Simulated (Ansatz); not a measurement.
Here is the system:

Relaxed Lu (hcp, Mg type):

```xyz
2
Lattice="3.5043 0.0000 0.0000 -1.7521 3.0348 0.0000 0.0000 0.0000 5.4522" Properties=species:S:1:pos:R:3 pbc="T T T"
Lu     0.0000     2.0232     4.0892
Lu     1.7521     1.0116     1.3631
```

Scan: atom 1 (Lu, nearest neighbour Lu at 3.395 Å; its periodic images, 3.5 Å or more away, move with it) is displaced along Cartesian [110], direction (0.707, 0.707, 0.000) in Cartesian axes, by s. The other atoms stay.

Calculation: r2SCAN (plane waves to 500 eV, PAW, scalar-relativistic; Ansatz, an electronic-structure program). k mesh 12×12×7 (Γ-centred), Fermi-Dirac smearing 0.05 eV. E stands for the smeared free energy. With partly filled bands, energies and forces of such displacements shift with the k mesh and the smearing. Lu is run without spin polarisation. Lu was relaxed with its symmetry unable to fall. ΔE is measured from the undisplaced structure.

The scan covers s from -0.340 to 0.340 Å in 11 points.

**Question.** Is this a single well or a double well?

**Answer.** A single well with its minimum at or next to zero displacement.

**Question.** Is the energy the same for displacements of ±0.340 Å, and if not, which side lies higher?

**Answer.** Not even: the negative side lies higher at ±0.340 Å. With its periodic images moving along, the atom's site symmetry in this cell is -6m2.

**Question.** What is the force constant k = d²E/ds² of this move at s = 0?

**Answer.** 1.51 eV/Å².

(For displaced atoms, the force is minus the slope of the energy, and its curvature is a force constant, which sets phonon frequencies.)
